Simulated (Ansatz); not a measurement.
The end point of a relaxation of PbSe. Space group Fm-3m (No. 225), rock salt type. Computed with r2SCAN (plane waves to 500 eV, PAW, scalar-relativistic; Ansatz, an electronic-structure program).

```cif
data_Pb4Se4
_chemical_formula_sum 'Pb4 Se4'
_space_group_name_H-M_alt 'Fm-3m'
_space_group_IT_number 225
_space_group_name_Hall '-F 4 2 3'
_cell_length_a 6.17705
_cell_length_b 6.17705
_cell_length_c 6.17705
_cell_angle_alpha 90.000
_cell_angle_beta 90.000
_cell_angle_gamma 90.000
loop_
_atom_site_label
_atom_site_type_symbol
_atom_site_symmetry_multiplicity
_atom_site_Wyckoff_symbol
_atom_site_fract_x
_atom_site_fract_y
_atom_site_fract_z
_atom_site_occupancy
Pb1 Pb 4 b 0.50000 0.50000 0.50000 1
Se1 Se 4 a 0.00000 0.00000 0.00000 1
```
(The calculation used a cell of 2 atoms; values per cell refer to that cell.)

### Question
Estimate the band gap that r2SCAN returns for this input.

### Answer
0.67 eV, direct at L (no spin-orbit coupling).

No spin polarisation in the result. Without spin-orbit coupling the bands of the heavy element are not split, so the gap can be far off.

The run could not lose the symmetry of its start; a randomly shaken copy of 4 atoms returns to this structure.
